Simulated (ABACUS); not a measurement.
A self-consistent single point of ZnS (P2_1, 4 atoms in the cell; from Materials Project mp-560588, changed as shown).

```
CELL_PARAMETERS angstrom
      3.75122     0.00000     0.00000
     -1.85704     3.21649     0.00000
      0.00000     0.00000     6.08765
ATOMIC_POSITIONS crystal
  Zn 0.33333 0.66667 0.00014
  Zn 0.66667 0.33333 0.50014
  S  0.33333 0.66667 0.37486
  S  0.66667 0.33333 0.87486
```

Level of theory: PBE, numerical atomic orbitals TZP (confined pseudo-atomic orbitals with Gaussian additions; energy shift 0.01 Ry), PseudoDojo 0.5 standard norm-conserving PBE (tails mended) pseudopotentials in ABACUS.

ABACUS settings:

```
setting                                                               value
---------------  ----------------------------------------------------------
basis                   TZP numerical atomic orbitals, energy shift 0.01 Ry
KPT                                                       Gamma 6 6 4 0 0 0
basis_type                                                             lcao
ecutwfc                                                              100 Ry
smearing_method                                                       fixed
potentials       PseudoDojo 0.5 standard norm-conserving PBE (tails mended)
symmetry                                                                  1
symmetry_prec                                                         1e-05
ks_solver                                                     scalapack_gvx
scf_nmax                                                                100
scf_thr                                                             1.0e-07
mixing_type                                                         broyden
mixing_beta                                                             0.7
```

Results:

```
Item                                                       Value
------------------------------------------------  --------------
Number of valence electrons                                   52
Number of bands                                               36
Number of k-points after the program's reduction              60
Size of the basis                                            106
Number of SCF iterations                                      10
Free energy E − TS                                -11977.7543 eV
Top of the valence band (on the code's own zero)         8.46 eV
Gap on the k-point mesh                                  2.75 eV
Pressure                                                8.53 GPa
Largest force (vector length)                         0.107 eV/Å
```

Forces (eV/Å):
| atom | Fx | Fy | Fz |
|---|---|---|---|
| Zn1 | -0.043 | -0.076 | -0.008 |
| Zn2 | 0.043 | 0.076 | -0.008 |
| S3 | -0.053 | -0.093 | 0.008 |
| S4 | 0.053 | 0.093 | 0.008 |

Stress (GPa, positive for compression):
```
 7.45  -0.40   0.00
-0.40   8.84   0.00
 0.00   0.00   9.30
```

Gaps are taken between levels on the mesh.

For comparison: a first run was changed to give this one (lattice vector a scaled by 1.01), and from it to this one the free energy goes down by 9.5 meV/atom, the pressure goes from 9.62 to 8.53 GPa and the gap on the mesh goes from 2.813 to 2.749 eV.

The atom-centred basis is finite, which shifts total energies, pressures, gaps and forces against plane waves. The structure comes from a collection of computed structures, made at another level of theory; the collection holds predicted forms beside known ones. Its lattice was then scaled.

Cost on one core: very roughly 16 core-seconds.

The atomic orbitals were generated for these runs; they are not ABACUS's published sets and were checked against plane waves on a few crystals only.

“Tails mended”: in these copies of the files the far tail of each local potential was reset to the Coulomb form.
